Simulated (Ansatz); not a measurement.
The start is a generated trial cell of Co in the AFLOW prototype A_oC8_64_f (A11, as in Ga). Cell shape, volume and atoms are optimised at zero target pressure with r2SCAN (plane waves to 500 eV, PAW, scalar-relativistic; Ansatz, an electronic-structure program). The first steps use a coarse 10×10×9 k-mesh.

The start:
```
Co
1.0
    1.87157    -3.17004     0.00000
    1.87157     3.17004     0.00000
    0.00000     0.00000     3.74397
Co
4
Direct
  0.34510   0.65490   0.58100
  0.65490   0.34510   0.41900
  0.84510   0.15490   0.91900
  0.15490   0.84510   0.08100
```
Spin-polarised start, with parallel moments on Co.

```json
{
  "initial_pressure": "+35.1 GPa (positive: the cell is compressed)",
  "largest_initial_force": "0.36 eV/Å, on Co1, Co2, Co3, Co4 (atoms numbered as listed)",
  "outcome": "The space group goes from Cmce (No. 64) to Fmmm (No. 69), with 2 atoms in the primitive magnetic cell",
  "energy_released": "0.59 eV/atom",
  "volume_change": "+3.1 %, from 11.11 to 11.45 Å³/atom",
  "band_gap_at_the_end": "no gap (metallic)",
  "moments_at_the_end": "net 1.87 μB/atom, ferromagnetic",
  "optimiser_moves": "42"
}
```

It ends as:

```cif
data_Co8
_chemical_formula_sum 'Co8'
_space_group_name_H-M_alt 'Fmmm'
_space_group_IT_number 69
_space_group_name_Hall '-F 2 2'
_cell_length_a 2.60538
_cell_length_b 4.03147
_cell_length_c 8.71987
_cell_angle_alpha 90.000
_cell_angle_beta 90.000
_cell_angle_gamma 90.000
loop_
_space_group_symop_operation_xyz
  'x, y, z'
  '-x, -y, -z'
  '-x, -y, z'
  'x, y, -z'
  'x, -y, -z'
  '-x, y, z'
  '-x, y, -z'
  'x, -y, z'
  'x, y+1/2, z+1/2'
  '-x, -y+1/2, -z+1/2'
  '-x, -y+1/2, z+1/2'
  'x, y+1/2, -z+1/2'
  'x, -y+1/2, -z+1/2'
  '-x, y+1/2, z+1/2'
  '-x, y+1/2, -z+1/2'
  'x, -y+1/2, z+1/2'
  'x+1/2, y, z+1/2'
  '-x+1/2, -y, -z+1/2'
  '-x+1/2, -y, z+1/2'
  'x+1/2, y, -z+1/2'
  'x+1/2, -y, -z+1/2'
  '-x+1/2, y, z+1/2'
  '-x+1/2, y, -z+1/2'
  'x+1/2, -y, z+1/2'
  'x+1/2, y+1/2, z'
  '-x+1/2, -y+1/2, -z'
  '-x+1/2, -y+1/2, z'
  'x+1/2, y+1/2, -z'
  'x+1/2, -y+1/2, -z'
  '-x+1/2, y+1/2, z'
  '-x+1/2, y+1/2, -z'
  'x+1/2, -y+1/2, z'
loop_
_atom_site_label
_atom_site_type_symbol
_atom_site_symmetry_multiplicity
_atom_site_Wyckoff_symbol
_atom_site_fract_x
_atom_site_fract_y
_atom_site_fract_z
_atom_site_occupancy
Co1 Co 8 i 0.00000 0.00000 0.13462 1
```
(The calculation used a cell of 2 atoms; values per cell refer to that cell.)

Final values are on a 19×19×19 k-mesh of the relaxed cell. Spin state reached: ferromagnetic (net 1.87 μB/atom), from parallel starting moments; other spin orders were not run from this start. r2SCAN tends to overstate moments in metals.

The run could not lose the symmetry of its start: the end is stationary, and may be a saddle point rather than a minimum.

The relaxed structure here is a generated cell of Co: the first start was made by placing the elements on the sites of a structure type, and the end was not matched to a known phase here, so it may be hypothetical. Known forms of Co include space group No. 194.
